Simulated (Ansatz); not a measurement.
According to r²SCAN in the plane-wave PAW code Ansatz, C in the cubic phase (Pn-3m; C on 2a, C on 8e) relaxes to a = 4.809 Å. C on 2a has 4 nearest neighbours from 1.48 Å (tetrahedral).

It is gapped at this level: 4.53 eV (indirect). The valence maximum lies at R and the conduction minimum on the M–Γ line, 58 % of the way from M (12 equivalent valleys). The screened hybrid HSE06 puts the gap at 5.54 eV. Electrons at the band edge weigh 2.1, 2.4, 3.2 mₑ (principal values).

The bulk modulus is 1760 kbar. The relaxed-ion elastic constants in GPa are C11 = 194, C12 = 168, C44 = 39.3. The elastic constants imply a Debye temperature near 565 K.

The start of the workflow was typed in or built on a structure type; neither database checked (COD, Materials Project) lists it. It is not the phase usual at ambient conditions (space group No. 194, 227). Symmetry was held in the r²SCAN relaxation; its stability against distortions is not shown here.

Potentials: the later of the program's two PAW sets.
